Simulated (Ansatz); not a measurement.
Polymorphs of TiC, each relaxed with r²SCAN (plane waves, PAW; program Ansatz):

A: Pm-3m
a = 4.249 Å, b = 4.249 Å, c = 4.249 Å, α = 90.00°, β = 90.00°, γ = 90.00°

```json
[
 {"atom": "Ti", "site": "3c", "symmetry": "4/mm.m", "x": "0.0000", "y": "0.5000", "z": "0.5000"},
 {"atom": "C", "site": "3d", "symmetry": "4/mm.m", "x": "0.0000", "y": "0.0000", "z": "0.5000"}
]
```

B: rock salt (Fm-3m)
a = 4.3285 Å, b = 4.3285 Å, c = 4.3285 Å, α = 90.00°, β = 90.00°, γ = 90.00°

```tsv
atom	site	symmetry	x	y	z
Ti	4a	m-3m	0.0000	0.0000	0.0000
C	4b	m-3m	0.5000	0.5000	0.5000
```

C: P6_3/mmc
a = b = 3.605 Å, c = 4.286 Å, α = β = 90.00°, γ = 120.00°

| atom | site | symmetry | x | y | z |
|---|---|---|---|---|---|
| Ti | 2c | -6m2 | 0.3333 | 0.6667 | 0.2500 |
| C | 2d | -6m2 | 0.6667 | 0.3333 | 0.2500 |

Problem. Rank these by energy per atom at 0 K (lowest first), as r²SCAN gives it.

Solution. B (+0 meV/atom), C (+237 meV/atom), A (+1427 meV/atom)

Typed or built starts, not in the databases checked: A; C. Not the usual ambient phase: A; C. All cells were relaxed under the symmetry of their starts (and spin orders); stability against distortions was not tested throughout. Named crystals with no word on spin ran without spin polarisation.

Energies hold the estimated change up to a 700 eV cutoff; steps of a few meV lie near the error of the meshes.

Potentials: the earlier of the program's two PAW sets. The files were generated under PBE; for other functionals the program regenerates the frozen cores, and for LDA and PBEsol the local potential too.
